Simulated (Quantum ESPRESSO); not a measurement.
## AsSiF3O3 (finding a planted mistake in a log)

Simulated, not a measurement. The program is pw.x of Quantum ESPRESSO 7.5 (plane-wave density functional theory). The cell is made up: 8 atoms on a quartz lattice with one site empty, with randomly drawn elements, strain and displacements, not relaxed. PseudoDojo standard norm-conserving files (v0.5 for PBE, v0.4.1 for LDA and PBEsol) set the functional; there is no spin polarisation, spin-orbit coupling or dispersion term, and the masses in the input are unused placeholders.

Intended input:

```
&control calculation='scf', pseudo_dir='./dojo.nc.sr.pbe.v0_5.standard.upf', outdir='./o', disk_io='low', tprnfor=.true., tstress=.true. /
&system ibrav=0, nat=8, ntyp=4, nbnd=35, ecutwfc=84.00895049, nosym=.true., tot_charge=0,
 occupations='smearing', smearing='fd', degauss=0.0018374661
/
&electrons conv_thr=7.350e-09, electron_maxstep=60, /
ATOMIC_SPECIES
As 1.0 As.upf
F 1.0 F.upf
O 1.0 O.upf
Si 1.0 Si.upf
CELL_PARAMETERS angstrom
5.0739 -0.062 -0.0703
-2.5907 4.5026 0.0262
-0.0771 -0.0113 5.4803
ATOMIC_POSITIONS angstrom
As 2.3326 0.0048 3.5309
Si 1.3489 2.424 0.0299
F 1.4804 1.1349 4.0789
O 3.21 0.5581 2.4643
F 2.6782 2.6482 0.608
F 0.2661 1.883 1.1672
O -1.2253 3.3264 2.9791
O 0.6607 3.8299 4.8217
K_POINTS automatic
5 5 4 1 1 1
```

The log is shortened where brackets say so; the opening notice, blank lines, dates and the lines on written files are dropped, and the path of the files is cut. It prints rydbergs, bohrs and kilobars, and counts compression as positive stress. Where no state is partly filled, the Fermi energy that it prints is only some level between the filled and the empty states on the mesh, and need not lie in the true gap.

Log of the intended run:

```
     Program PWSCF v.7.5
     Parallel version (MPI & OpenMP), running on       4 processor cores
     Number of MPI processes:                 4
     Threads/MPI process:                     1
     [start-up lines left out]
     bravais-lattice index     =            0
     lattice parameter (alat)  =       9.5899  a.u.
     unit-cell volume          =     838.7938 (a.u.)^3
     number of atoms/cell      =            8
     number of atomic types    =            4
     number of electrons       =        58.00
     number of Kohn-Sham states=           35
     kinetic-energy cutoff     =      84.0090  Ry
     charge density cutoff     =     336.0358  Ry
     scf convergence threshold =      7.3E-09
     mixing beta               =       0.7000
     number of iterations used =            8  plain     mixing
     Exchange-correlation= PBE
                           (   1   4   3   4   0   0   0)
     [axes and pseudopotential details left out]
   Cartesian axes
     site n.     atom                  positions (alat units)
         1        As     tau(   1) = (   0.4596468   0.0009459   0.6957760  )
         2        Si     tau(   2) = (   0.2658054   0.4776575   0.0058919  )
         3        F      tau(   3) = (   0.2917179   0.2236359   0.8037612  )
         4        O      tau(   4) = (   0.6325415   0.1099755   0.4855988  )
         5        F      tau(   5) = (   0.5277485   0.5218369   0.1198085  )
         6        F      tau(   6) = (   0.0524359   0.3710516   0.2300008  )
         7        O      tau(   7) = (  -0.2414496   0.6554785   0.5870419  )
         8        O      tau(   8) = (   0.1301932   0.7546949   0.9501325  )
     number of k points=    50  Fermi-Dirac smearing, width (Ry)=  0.0018
                       cart. coord. in units 2pi/alat
        k(    1) = (   0.1037442   0.1717156   0.1175638), wk =   0.0400000
        k(    2) = (   0.1069585   0.1722176   0.3491104), wk =   0.0400000
     [further k points left out]
     Dense  grid:    87217 G-vectors     FFT dimensions: (  60,  60,  64)
     Estimated max dynamical RAM per process >     190.06 MB
     Estimated total dynamical RAM >     696.38 MB
     Initial potential from superposition of free atoms
     starting charge      57.9991, renormalised to      58.0000
     Starting wfcs are   37 randomized atomic wfcs
     total cpu time spent up to now is        2.7 secs
     per-process dynamical memory:   147.0 Mb
     Self-consistent Calculation
     iteration #  1     ecut=    84.01 Ry     beta= 0.70
     Davidson diagonalization with overlap
     ethr =  1.00E-02,  avg # of iterations =  3.1
     total cpu time spent up to now is        8.1 secs
     total energy              =    -466.44672873 Ry
     estimated scf accuracy    <       2.28684033 Ry
     iteration #  2     ecut=    84.01 Ry     beta= 0.70
     Davidson diagonalization with overlap
     ethr =  3.94E-03,  avg # of iterations =  4.1
     total cpu time spent up to now is       13.4 secs
     total energy              =    -465.88163771 Ry
     estimated scf accuracy    <       7.35823406 Ry
     [iterations 3 to 12 left out]
     iteration # 13     ecut=    84.01 Ry     beta= 0.70
     Davidson diagonalization with overlap
     ethr =  1.35E-10,  avg # of iterations =  2.0
     total cpu time spent up to now is       61.6 secs
     total energy              =    -467.50543272 Ry
     estimated scf accuracy    <       0.00000001 Ry
     iteration # 14     ecut=    84.01 Ry     beta= 0.70
     Davidson diagonalization with overlap
     ethr =  2.13E-11,  avg # of iterations =  2.0
     total cpu time spent up to now is       65.7 secs
     End of self-consistent calculation
     [lines on levels left out]
     the Fermi energy is     3.5231 ev
!    total energy              =    -467.50543272 Ry
     estimated scf accuracy    <          7.9E-10 Ry
     smearing contrib. (-TS)   =      -0.00000000 Ry
     internal energy E=F+TS    =    -467.50543272 Ry
     The total energy is F=E-TS. E is the sum of the following terms:
     one-electron contribution =    -355.98523006 Ry
     hartree contribution      =     203.43990888 Ry
     xc contribution           =    -109.39735255 Ry
     ewald contribution        =    -205.56275899 Ry
     convergence has been achieved in  14 iterations
     Forces acting on atoms (cartesian axes, Ry/au):
     atom    1 type  1   force =     0.07143477   -0.57376828   -0.14391374
     atom    2 type  4   force =    -0.27871313    0.08745794   -0.01094337
     atom    3 type  2   force =    -0.31502988    0.43702453    0.27459920
     atom    4 type  3   force =     0.24262666    0.16890630   -0.24815078
     atom    5 type  2   force =     0.15748699    0.00565848    0.04146555
     atom    6 type  2   force =     0.08345755    0.00649410   -0.09986466
     atom    7 type  3   force =    -0.05882397   -0.01892781    0.04839755
     atom    8 type  3   force =     0.09756102   -0.11284527    0.13841025
     Total force =     1.022836     Total SCF correction =     0.000064
     Computing stress (Cartesian axis) and pressure
          total   stress  (Ry/bohr**3)                   (kbar)     P=      174.88
   0.00157268  -0.00025488  -0.00043688          231.35      -37.49      -64.27
  -0.00025488   0.00113090   0.00028404          -37.49      166.36       41.78
  -0.00043688   0.00028404   0.00086279          -64.27       41.78      126.92
     init_run     :      2.57s CPU      2.68s WALL (       1 calls)
     electrons    :     62.70s CPU     62.98s WALL (       1 calls)
     forces       :      0.71s CPU      0.72s WALL (       1 calls)
     stress       :      2.46s CPU      2.46s WALL (       1 calls)
     [timing details left out]
     PWSCF        :   1m 8.53s CPU   1m 8.94s WALL
     JOB DONE.
```

A second run was made from an input with one planted mistake. Its log:

```
     Program PWSCF v.7.5
     Parallel version (MPI & OpenMP), running on       4 processor cores
     Number of MPI processes:                 4
     Threads/MPI process:                     1
     [start-up lines left out]
     bravais-lattice index     =            0
     lattice parameter (alat)  =       9.5899  a.u.
     unit-cell volume          =     838.7938 (a.u.)^3
     number of atoms/cell      =            8
     number of atomic types    =            4
     number of electrons       =        59.00
     number of Kohn-Sham states=           36
     kinetic-energy cutoff     =      84.0090  Ry
     charge density cutoff     =     336.0358  Ry
     scf convergence threshold =      7.3E-09
     mixing beta               =       0.7000
     number of iterations used =            8  plain     mixing
     Exchange-correlation= PBE
                           (   1   4   3   4   0   0   0)
     [axes and pseudopotential details left out]
   Cartesian axes
     site n.     atom                  positions (alat units)
         1        As     tau(   1) = (   0.4596468   0.0009459   0.6957760  )
         2        Si     tau(   2) = (   0.2658054   0.4776575   0.0058919  )
         3        F      tau(   3) = (   0.2917179   0.2236359   0.8037612  )
         4        O      tau(   4) = (   0.6325415   0.1099755   0.4855988  )
         5        F      tau(   5) = (   0.5277485   0.5218369   0.1198085  )
         6        F      tau(   6) = (   0.0524359   0.3710516   0.2300008  )
         7        O      tau(   7) = (  -0.2414496   0.6554785   0.5870419  )
         8        O      tau(   8) = (   0.1301932   0.7546949   0.9501325  )
     number of k points=    50  Fermi-Dirac smearing, width (Ry)=  0.0018
                       cart. coord. in units 2pi/alat
        k(    1) = (   0.1037442   0.1717156   0.1175638), wk =   0.0400000
        k(    2) = (   0.1069585   0.1722176   0.3491104), wk =   0.0400000
     [further k points left out]
     Dense  grid:    87217 G-vectors     FFT dimensions: (  60,  60,  64)
     Estimated max dynamical RAM per process >     193.07 MB
     Estimated total dynamical RAM >     708.42 MB
     Initial potential from superposition of free atoms
     starting charge      57.9991, renormalised to      59.0000
     Starting wfcs are   37 randomized atomic wfcs
     total cpu time spent up to now is        2.2 secs
     per-process dynamical memory:   147.3 Mb
     Self-consistent Calculation
     iteration #  1     ecut=    84.01 Ry     beta= 0.70
     Davidson diagonalization with overlap
     ethr =  1.00E-02,  avg # of iterations =  5.2
     total cpu time spent up to now is        6.2 secs
     total energy              =    -466.29540263 Ry
     estimated scf accuracy    <       1.79391807 Ry
     iteration #  2     ecut=    84.01 Ry     beta= 0.70
     Davidson diagonalization with overlap
     ethr =  3.04E-03,  avg # of iterations =  3.4
     total cpu time spent up to now is        9.8 secs
     total energy              =    -466.12828662 Ry
     estimated scf accuracy    <       4.16888313 Ry
     [iterations 3 to 10 left out]
     iteration # 11     ecut=    84.01 Ry     beta= 0.70
     Davidson diagonalization with overlap
     ethr =  1.67E-10,  avg # of iterations =  2.2
     total cpu time spent up to now is       38.3 secs
     total energy              =    -467.15357166 Ry
     estimated scf accuracy    <       0.00000002 Ry
     iteration # 12     ecut=    84.01 Ry     beta= 0.70
     Davidson diagonalization with overlap
     ethr =  2.54E-11,  avg # of iterations =  2.1
     total cpu time spent up to now is       41.3 secs
     End of self-consistent calculation
     [lines on levels left out]
     the Fermi energy is     5.4111 ev
!    total energy              =    -467.15357166 Ry
     estimated scf accuracy    <          1.7E-09 Ry
     smearing contrib. (-TS)   =      -0.00024869 Ry
     internal energy E=F+TS    =    -467.15332297 Ry
     The total energy is F=E-TS. E is the sum of the following terms:
     one-electron contribution =    -356.04249791 Ry
     hartree contribution      =     204.72043815 Ry
     xc contribution           =    -110.26850421 Ry
     ewald contribution        =    -205.56275899 Ry
     convergence has been achieved in  12 iterations
     Forces acting on atoms (cartesian axes, Ry/au):
     atom    1 type  1   force =     0.05510037   -0.53792758   -0.07840583
     atom    2 type  4   force =    -0.26740879    0.03809770   -0.02020401
     atom    3 type  2   force =    -0.29400303    0.34537339    0.15031927
     atom    4 type  3   force =     0.25344190    0.15760838   -0.27092549
     atom    5 type  2   force =     0.19919077    0.04772594    0.08731103
     atom    6 type  2   force =     0.03886903    0.01432991   -0.02097436
     atom    7 type  3   force =    -0.05577631   -0.02648494    0.03346404
     atom    8 type  3   force =     0.07058607   -0.03872280    0.11941535
     Total force =     0.916578     Total SCF correction =     0.000146
     Computing stress (Cartesian axis) and pressure
          total   stress  (Ry/bohr**3)                   (kbar)     P=      378.38
   0.00273231  -0.00033728  -0.00055476          401.94      -49.62      -81.61
  -0.00033728   0.00256284   0.00051460          -49.62      377.01       75.70
  -0.00055476   0.00051460   0.00242140          -81.61       75.70      356.20
     init_run     :      2.10s CPU      2.17s WALL (       1 calls)
     electrons    :     38.90s CPU     39.05s WALL (       1 calls)
     forces       :      0.57s CPU      0.57s WALL (       1 calls)
     stress       :      1.88s CPU      1.88s WALL (       1 calls)
     [timing details left out]
     PWSCF        :     43.52s CPU     43.76s WALL
     JOB DONE.
```

Question: what was wrong in the second input?

Answer: the cell has the wrong charge. The input lines that differ, file-writing options aside:

```
- &system ibrav=0, nat=8, ntyp=4, nbnd=35, ecutwfc=84.00895049, nosym=.true., tot_charge=0,
+ &system ibrav=0, nat=8, ntyp=4, nbnd=36, ecutwfc=84.00895049, nosym=.true., tot_charge=-1,
```

```
                                            intended run  run with the mistake
                          free energy (eV)     -6360.735             -6355.948
                    smearing term -TS (eV)        0.0000               -0.0034
                            pressure (GPa)         17.49                 37.84
            largest force component (eV/Å)        14.752                13.831
largest change of a force component (eV/Å)                               3.195
                                iterations            14                    12
```

For scale, a rerun of the intended cell at 1437 eV and a 7 x 7 x 6 mesh moved values by no more than 0.004 eV in energy, 0.02 GPa in stress and 0.003 eV/Å in force. The charged cell sits in a uniform background, so its energy and stress rest on the program's zero of potential. The number of bands, nbnd, was set by rule from the electron count and the smearing, so it follows the mistake.